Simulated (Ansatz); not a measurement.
Relaxed Te (trigonal-Te type, space group P3_121):

```
CELL_PARAMETERS angstrom
      4.62412     0.00000     0.00000
     -2.31206     4.00460     0.00000
      0.00000     0.00000     5.90339
ATOMIC_POSITIONS crystal
  Te 0.25335 0.00000 0.33333
  Te 0.00000 0.25335 0.66667
  Te 0.74665 0.74665 0.00000
```

Scan: atom 2 (Te, nearest neighbour Te at 2.827 Å; its periodic images, 4.6 Å or more away, move with it) is displaced along Cartesian [110], direction (0.707, 0.707, 0.000) in Cartesian axes, by s. The other atoms stay.

Method: r2SCAN (plane waves to 500 eV, PAW, scalar-relativistic; Ansatz, a quantum-chemistry and plane-wave program). k mesh 7×7×5 (Γ-centred), Fermi-Dirac smearing 0.05 eV. Energies are smeared free energies. Stress and pressure are positive under compression. F∥ is the force on the atom along that direction. Spin-orbit coupling is left out, though Te is heavy. Te was relaxed with its symmetry unable to fall. ΔE is measured from the undisplaced structure.

```csv
s (Å),P (GPa),F∥ (eV/Å),ΔE (meV/cell)
-0.280,1.04,0.783,109.0
-0.224,0.78,0.626,69.5
-0.168,0.54,0.467,38.9
-0.112,0.34,0.309,?
-0.056,0.15,0.153,?
0.000,0.00,0.000,0.0
0.056,-0.13,-0.149,?
0.112,-0.23,-0.293,16.6
0.168,-0.31,-0.431,36.9
0.224,-0.35,-0.560,?
0.280,-0.38,-0.681,99.5
```

Q: Fill in the missing entries.

A: 
- -0.112, ΔE (meV/cell): 17.2
- -0.056, ΔE (meV/cell): 4.3
- 0.056, ΔE (meV/cell): 4.2
- 0.224, ΔE (meV/cell): 64.7

(For displaced atoms, the force is minus the slope of the energy, and its curvature is a force constant, which sets phonon frequencies.)
